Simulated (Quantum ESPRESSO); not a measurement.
BaMg₂Sb₂ is taken in the trigonal space group P-3m1 (No. 164), Pearson symbol hP5. Lattice parameters: a = b = 4.799 Å, c = 8.206 Å, α = β = 90.00°, γ = 120.00°. Mg on 2d is surrounded by 4 Sb at 2.904–2.907 Å (tetrahedral). Sb on 2d is coordinated by 4 Mg at 2.904–2.907 Å and 3 Ba at 3.545 Å. Ba on 1a has 6 Sb at 3.545 Å (octahedral). (Neighbours: up to the widest gap in distance over summed covalent radii, below 1.35, at either atom; cation-cation contacts left out.)

The geometry is that of Materials Project entry mp-9567, symmetrised and not relaxed again.

Task: What does LDA (pw.x of Quantum ESPRESSO, ONCV potentials, scalar-relativistic) give for the electronic structure near the Fermi level?

Result: The LDA gap is indirect, 0.83 eV, from Γ to M; the smallest direct gap is 1.33 eV. Spin-orbit coupling is left out, which matters for elements this heavy: edges can move by tenths of an eV.
